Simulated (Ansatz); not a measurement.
Starting cell, Zr (hcp, Mg type):

```yaml
crystal:
  lattice:
    - [3.18473, 0.00000, 0.00000]
    - [-1.59237, 2.75806, 0.00000]
    - [0.00000, 0.00000, 5.11724]
  atoms:
    - { symbol: Zr, position: [0.33333, 0.66667, 0.75000] }
    - { symbol: Zr, position: [0.66667, 0.33333, 0.25000] }
```

In each cell atom 1 (Zr, nearest neighbour Zr at 3.151 Å; its periodic images, 3.2 Å or more away, move with it) moves by s·(0.707, 0.707, 0.000) (along Cartesian [110]), the rest being held.

Computed with PBEsol (plane waves to 420 eV, PAW, scalar-relativistic; Ansatz, a program for electronic structure). k mesh 14×14×8 (Γ-centred), Fermi-Dirac smearing 0.05 eV. The energy includes the smearing's −TS. With partly filled bands, energies and forces of such displacements shift with the k mesh and the smearing. The PAW data are Ansatz's earlier set. Zr is run without spin polarisation. Zr was relaxed with its symmetry unable to fall. The zero of ΔE is the undisplaced structure. The last digit holds for this mesh only.

```
s (Å)   ΔE (meV/cell)
------  -------------
-0.320          35.66
-0.256          23.43
-0.192          13.15
-0.128           5.65
-0.064           1.35
0.000            0.00
0.064            1.33
0.128            5.52
0.192           12.73
0.256           22.37
0.320           33.65
```

Task: What force constant k = d²E/ds² at s = 0 does the table give?

Result: 0.6 eV/Å². It is the second difference of the nearest points, corrected with the next pair.

Task: With k = 0.65 eV/Å² from the forces, is the well harmonic out to s = 0.320 Å?

Result: ½ks² = 33.3 meV/cell against the computed 33.7 meV/cell, so the well is close to harmonic there.

(A displaced cell: forces are minus the slopes of the energy, force constants its curvatures, and phonons follow from these.)
